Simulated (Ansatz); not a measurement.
## Pt (diamond): energy against volume

Level of theory: DFT, r2SCAN, plane waves (500 eV) with PAW, scalar-relativistic (Ansatz 0.2.0). (PAW data from PBE, frozen cores regenerated.)

The cell is scaled uniformly from the relaxed one, with fractional coordinates and shape fixed. Energies are extrapolated to zero smearing, pressures are those at the given smearing. Magnetic state: spin not included. It is not the lowest magnetic state of this structure.

A Birch-Murnaghan fit gives V₀ = 23.40 Å³/atom, B₀ = 129 GPa, B₀′ = 5.4.

Q: What are the energy above the minimum and the pressure at 22.510 Å³/atom?

A: 14.7 meV/atom and 5.90 GPa as computed.

Q: What are the energy above the minimum and the pressure at 24.386 Å³/atom?

A: 15.5 meV/atom and -4.50 GPa as computed.

Q: What are the energy above the minimum and the pressure at 26.262 Å³/atom?

A: 111.0 meV/atom and -10.68 GPa as computed.
